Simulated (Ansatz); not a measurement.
## LiNbSe2, first-principles data

LiNbSe$_{2}$:
```
CELL_PARAMETERS angstrom
      3.52402     0.00000     0.00000
     -1.76201     3.05189     0.00000
      0.00000     0.00000    13.55653
ATOMIC_POSITIONS crystal
  Li 0.00000 0.00000 0.00000
  Li 0.00000 0.00000 0.50000
  Nb 0.00000 0.00000 0.25000
  Nb 0.00000 0.00000 0.75000
  Se 0.33333 0.66667 0.12770
  Se 0.66667 0.33333 0.87230
  Se 0.66667 0.33333 0.62770
  Se 0.33333 0.66667 0.37230
```

Space group P6_3/mmc (No. 194); conventional cell a = b = 3.5240 Å, c = 13.5565 Å, α = β = 90.00°, γ = 120.00°.

Method: plane-wave PAW r²SCAN (Ansatz code). Geometry: relaxed at this level of theory. Other levels are named where they apply.

Cell and energy:

Volume per atom: 18.22 Å³
Density: 5.87 g/cm³
Formation energy from the elements (no fitted shifts): -1.24 eV/atom

Electronic structure:

- Band gap: 0.74 eV (indirect)
- Valence-band maximum: at Γ
- Conduction-band minimum: on the K–Γ line, 46 % of the way from K (6 equivalent valleys)
- Smallest direct gap on the standard path: 1.42 eV
- Electron effective mass: 0.43, 0.57, 0.71 mₑ (principal values)
- Electron effective mass with spin–orbit coupling: 0.43, 0.57, 0.70 mₑ (principal values)
- Hole effective mass: 0.61, 0.61, 0.72 mₑ (principal values)
- Hole effective mass with spin–orbit coupling: 0.61, 0.61, 0.71 mₑ (principal values)
- HSE06 gap on the r²SCAN cell: 1.01 eV
- Gap with spin–orbit coupling: 0.73 eV

Mechanics:

Bulk modulus (Birch–Murnaghan fit): 70.2 GPa
Pressure derivative B′: 4.7

Charges:

Bader charges: Li +0.89, Nb +1.36, Se -1.12 e

The workflow started from a Materials Project entry (that database holds measured and hypothetical structures alike); the Crystallography Open Database copy checked does not list it. Its standing as an ambient phase is unchecked. The cell was relaxed with r²SCAN under the symmetry of its start; whether a distortion lowers the energy is not shown. The run is not spin-polarised. The references are the lowest solids computed at this level, not always the standard phases. Scalar-relativistic: spin–orbit coupling is off unless named, which matters more the heavier the elements.

Potentials: the later of the program's two PAW sets.
